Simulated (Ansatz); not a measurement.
Given:

ScAl3:
```cif
data_Al3Sc
_chemical_formula_sum 'Sc1 Al3'
_space_group_name_H-M_alt 'P 1'
_space_group_IT_number 1
_cell_length_a 4.10514
_cell_length_b 4.10514
_cell_length_c 4.10514
_cell_angle_alpha 90.000
_cell_angle_beta 90.000
_cell_angle_gamma 90.000
loop_
_space_group_symop_operation_xyz
  'x, y, z'
loop_
_atom_site_label
_atom_site_type_symbol
_atom_site_fract_x
_atom_site_fract_y
_atom_site_fract_z
_atom_site_occupancy
Sc1 Sc 0.00000 0.00000 0.00000 1
Al1 Al 0.50000 0.00000 0.50000 1
Al2 Al 0.00000 0.50000 0.50000 1
Al3 Al 0.50000 0.50000 0.00000 1
```

This is the PBE-relaxed structure.

Q: All from DFT-PBE in the program Ansatz with PAW potentials, unless another level is named. Estimate the density of states at the Fermi level.

A: 0.34 states/eV per atom (mean over ±0.08 eV).

Q: What about the formation energy from the elements (no fitted shifts)?

A: -452 meV/atom.

Space group Pm-3m (Cu3Au type). The cell was relaxed with PBE under the symmetry of its start. The run is not spin-polarised. The references are the lowest solids computed at this level, not always the standard phases.

Potentials: the earlier of the program's two PAW sets.
